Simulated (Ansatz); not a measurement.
Collinear states of CoSi3

Computed with DFT r2SCAN, scalar-relativistic, plane waves, PAW (Ansatz 0.2.0).

```yaml
crystal:
  lattice:
    - [0.00000, 2.91873, 2.91873]
    - [2.91873, 0.00000, 2.91873]
    - [2.91873, 2.91873, 0.00000]
  atoms:
    - { symbol: Si, position: [0.25000, 0.25000, 0.25000] }
    - { symbol: Si, position: [0.75000, 0.75000, 0.75000] }
    - { symbol: Si, position: [0.50000, 0.50000, 0.50000] }
    - { symbol: Co, position: [0.00000, 0.00000, 0.00000] }
```

```
plane-wave cutoff                               : 500 eV
Γ-centred k-mesh                                : 12×12×12
occupation rule                                 : Gaussian smearing, 0.1 eV
list of starting moments (μB, in atom order)    : 0 0 0 2
check for lower electronic states after the SCF : off
```

All runs keep this geometry, which isn't relaxed for the lowest state (largest force there 0.000 eV/Å, pressure -1.2 GPa) and needn't be a stable compound; relaxing each order can shift differences of a few meV. r2SCAN tends to overstate moments in metals, so a weak moment here may be absent in the real material. Site moments are spin moments in atom-centred spheres that scale with the neighbour distance. The states are those that the runs reached from these starts; a lower one can exist. No antiferromagnetic start is among these.

Q: Starts tried: no spin; ferromagnetic. Which state comes out lowest, and what are the moments?

A: Of the states reached here, with no antiferromagnetic start among them, the lowest is ferromagnetic, reached from the start “ferromagnetic”, with site moments (μB) Co +0.82.

| start | ends | energy above lowest (meV/atom) | site moments (μB) | gap on mesh (eV) | P (GPa) |
| --- | --- | --- | --- | --- | --- |
| no spin | non-magnetic | 13.1 | none over 0.05 | metal | -1.6 |
| ferromagnetic | ferromagnetic | 0.00 | Co +0.82 | metal | -1.2 |

Cost: 2 runs of about 0.73 core-minutes in all, on Intel Xeon Processor @ 2.70GHz (shared hosts).